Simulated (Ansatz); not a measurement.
In (diamond, Fd-3m), a = 6.566 Å, b = 6.566 Å, c = 6.566 Å, α = 90.00°, β = 90.00°, γ = 90.00°; the cell used has 2 atoms.

Relaxed with PBEsol.

Question: Which orbitals make up the states near the Fermi level in PBEsol (plane waves, PAW; program Ansatz)?

Answer: Within 0.5 eV of the Fermi level: In 5p 93 %, In 5s 6 %. Projections are on Löwdin-orthogonalised atomic valence shells; empty p or d shells of many metals are not among them.

Question: Tabulate the density of states.

Answer: States/eV per cell of 2 atoms, in 0.25 eV bins, energy from the Fermi level.

```
E (eV)  total  In 5p  In 5s  In 4d
------  -----  -----  -----  -----
-7.85    0.27   0.04   0.23   0.00
-7.60    0.38   0.08   0.29   0.00
-7.35    0.47   0.12   0.35   0.00
-7.10    0.56   0.16   0.40   0.00
-6.85    0.66   0.19   0.46   0.00
-6.60    0.79   0.24   0.54   0.01
-6.35    1.06   0.32   0.72   0.01
-6.10    1.04   0.33   0.70   0.01
-5.85    0.90   0.30   0.59   0.01
-5.60    0.75   0.26   0.48   0.01
-5.35    0.60   0.21   0.38   0.01
-5.10    0.40   0.15   0.24   0.00
-4.85    0.07   0.03   0.04   0.00
-4.60    0.27   0.11   0.16   0.00
-4.35    0.54   0.22   0.31   0.01
-4.10    0.80   0.36   0.43   0.01
-3.85    1.55   0.83   0.69   0.01
-3.60    0.88   0.46   0.41   0.01
-3.35    0.66   0.34   0.31   0.01
-3.10    0.54   0.28   0.25   0.00
-2.85    0.45   0.23   0.21   0.00
-2.60    0.38   0.20   0.18   0.00
-2.35    0.32   0.17   0.15   0.00
-2.10    0.28   0.14   0.13   0.00
-1.85    0.23   0.12   0.11   0.00
-1.60    0.50   0.40   0.10   0.00
-1.35    1.46   1.32   0.12   0.01
-1.10    1.27   1.12   0.12   0.01
-0.85    1.25   1.11   0.12   0.01
-0.60    1.41   1.28   0.12   0.01
-0.35    1.70   1.57   0.11   0.01
-0.10    1.62   1.50   0.10   0.01
0.15     1.51   1.41   0.08   0.01
0.40     1.42   1.33   0.07   0.01
0.65     1.33   1.25   0.06   0.01
0.90     1.24   1.19   0.04   0.01
1.15     0.96   0.92   0.03   0.01
1.40     0.59   0.56   0.02   0.00
1.65     0.40   0.38   0.01   0.00
1.90     0.26   0.25   0.01   0.00
2.15     0.14   0.13   0.00   0.00
2.40     0.10   0.07   0.03   0.00
2.65     0.48   0.27   0.17   0.00
2.90     0.87   0.50   0.30   0.01
3.15     1.24   0.74   0.40   0.01
3.40     1.98   1.19   0.62   0.01
3.65     1.93   1.18   0.57   0.01
3.90     1.34   0.81   0.38   0.01
4.15     1.06   0.65   0.26   0.00
4.40     1.27   0.79   0.29   0.00
4.65     1.85   1.31   0.26   0.01
```

The start of the workflow was typed in or built on a structure type; neither database checked (COD, Materials Project) lists it. It is not the phase usual at ambient conditions (space group No. 139). The PBEsol relaxation kept the symmetry of its start. At this level the phase is mechanically unstable. The volume moved by -16 % from the start of the relaxation. Spin–orbit coupling is left out wherever it is not named.

Potentials: the earlier of the program's two PAW sets. The files were generated under PBE; for other functionals the program regenerates the frozen cores, and for LDA and PBEsol the local potential too.
